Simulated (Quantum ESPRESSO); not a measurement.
# IrRh6Ti: a guest atom moved from site to site

Computed values, not a measurement. The program is pw.x of Quantum ESPRESSO 7.5 (plane-wave density functional theory). The cell is made up: eight metal atoms on a face-centred cubic lattice, with elements, volume, strain and displacements drawn at random and not relaxed, so it may be unstable or far from any real phase. PseudoDojo standard norm-conserving files set the functional (PBE unless stated); there is no spin polarisation or spin-orbit coupling, the Fermi-Dirac width of 0.25 eV means electrons at about 2900 K, and the masses in the input are unused placeholders. Heavy elements are run without spin-orbit coupling, which real alloys of them have. A spin test at this wide smearing found no moment, but such smearing suppresses magnetism that the real alloy may have.

The runs move one Ir atom among sites that otherwise hold Rh. Cell, positions, cutoff, mesh and smearing stay as in the input of run 1; sites are counted in its order. Stress in the tables is positive in tension.

Input of run 1:

```
&control calculation='scf', pseudo_dir='./dojo.nc.sr.pbe.v0_5.standard.upf', outdir='./o', disk_io='minimal', tprnfor=.true., tstress=.true. /
&system ibrav=0, nat=8, ntyp=3, nbnd=84, ecutwfc=87.97787729, nosym=.true., tot_charge=0,
 occupations='smearing', smearing='fd', degauss=0.0183746611
/
&electrons conv_thr=1.470e-08, electron_maxstep=70, mixing_beta=0.5 /
ATOMIC_SPECIES
Ir 1.0 Ir.upf
Rh 1.0 Rh.upf
Ti 1.0 Ti.upf
CELL_PARAMETERS angstrom
-0.0122 -1.9416 -1.9424
1.9803 3.8868 -1.9338
7.8005 -3.8233 3.8737
ATOMIC_POSITIONS angstrom
Ir 0.1279 -0.002 -0.0024
Rh 3.944 -1.9201 1.9346
Rh 3.9785 -0.0965 0.1033
Rh 7.8268 -1.9373 1.8893
Rh 1.9129 -1.871 -0.0814
Rh 5.8493 -3.8274 1.8533
Rh 1.9762 0.1102 -1.9174
Ti 5.896 -1.903 0.0699
K_POINTS automatic
9 5 3 1 1 1
```

```
run  elements on sites 1 to 8  free energy less that of run 1 (eV)  -TS (eV)  pressure (GPa)  stress xx (GPa)  stress yy (GPa)  stress zz (GPa)  stress yz (GPa)  stress xz (GPa)  stress xy (GPa)  iterations
  1   Ir Rh Rh Rh Rh Rh Rh Ti                                0.000    -2.079           -2.31             4.60             1.01             1.32             0.59            -0.46             2.60          21
  2   Rh Ir Rh Rh Rh Rh Rh Ti                               -0.023    -2.114           -2.32             4.71             0.98             1.25             0.79            -0.33             2.27          22
  3   Rh Rh Ir Rh Rh Rh Rh Ti                                0.028    -2.112           -2.32             4.73             1.01             1.21             0.60            -0.34             2.28          23
  4   Rh Rh Rh Ir Rh Rh Rh Ti                                0.028    -2.114           -2.23             4.69             0.74             1.27             0.66            -0.40             2.45          23
  5   Rh Rh Rh Rh Ir Rh Rh Ti                               -0.010    -2.077           -2.35             4.75             0.97             1.32             0.76            -0.53             2.34          23
  6   Rh Rh Rh Rh Rh Rh Ir Ti                                0.083    -2.106           -2.27             4.37             1.01             1.44             0.39            -0.54             2.62          24
```

Forces Fx Fy Fz (eV/Å):

```
site             run 1             run 2             run 3             run 4             run 5             run 6
   1  -1.51 0.54 -0.40  -1.37 0.48 -0.37  -1.45 0.48 -0.37  -1.53 0.42 -0.34  -1.39 0.48 -0.37  -1.33 0.57 -0.41
   2  -0.61 -0.28 0.20  -0.71 -0.29 0.20  -0.82 -0.33 0.26  -0.66 -0.26 0.18  -0.68 -0.25 0.17  -0.52 -0.26 0.18
   3   0.06 0.94 -0.88   0.08 1.08 -0.99  -0.12 1.02 -0.97  -0.03 0.93 -0.88  -0.12 0.96 -0.91  -0.10 0.99 -0.94
   4   0.12 0.63 -0.13   0.09 0.55 -0.08   0.04 0.54 -0.07   0.12 0.59 -0.04  -0.07 0.54 -0.08   0.09 0.52 -0.01
   5   1.05 -0.74 0.89   1.11 -0.80 0.97   1.17 -0.68 0.85   1.10 -0.73 0.91   1.14 -0.78 0.99   0.98 -0.80 1.01
   6   0.35 -0.52 0.66   0.17 -0.44 0.59   0.37 -0.48 0.60   0.45 -0.47 0.59   0.30 -0.46 0.57   0.22 -0.46 0.59
   7  0.46 -0.71 -0.11  0.47 -0.63 -0.13  0.62 -0.66 -0.08  0.53 -0.65 -0.16  0.70 -0.61 -0.16  0.59 -0.72 -0.18
   8   0.07 0.13 -0.22   0.16 0.05 -0.19   0.18 0.12 -0.23   0.01 0.16 -0.25   0.11 0.12 -0.21   0.07 0.15 -0.22
```

The sites are displaced and not relaxed, so the energy differences mix bonding between neighbours with strain and are not ordering energies. A rerun of one cell of this series at a higher cutoff and on a denser mesh moved values by no more than 0.008 eV in energy, 0.17 GPa in stress and 0.011 eV/Å in force, and a second program with other atomic files agreed on that cell to 2 % rms in force and 0.5 GPa in pressure.